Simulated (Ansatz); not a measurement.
BaTe (rock salt, Fm-3m) at seven volumes, PBE in the plane-wave PAW code Ansatz, scaled uniformly. One row is withheld.

| V (Å³/atom) | P (GPa) |
|---|---|
| 40.105 | 3.32 |
| 41.427 | ? |
| 42.749 | 0.93 |
| 44.071 | 0.00 |
| 45.393 | -0.79 |
| 46.716 | -1.47 |
| 48.038 | -2.04 |

### Question
Fit the shown pressures and predict the withheld one.

### Answer
P = (3/2)B₀(x^(7/2) − x^(5/2))[1 + (3/4)(B′ − 4)(x − 1)] with x = (V₀/V)^(2/3). Least squares on the six rows gives V₀ = 44.070 Å³/atom, B₀ = 28.6 GPa, B′ = 4.40. At V = 41.427, x = 1.0421 and P = 2.03 GPa. The run itself gave 2.03 GPa.

The PBE relaxation kept the symmetry of its start; of distortions, only those at the zone centre were tested. Scalar-relativistic: spin–orbit coupling is off unless named, which matters more the heavier the elements.

Potentials: the later of the program's two PAW sets.
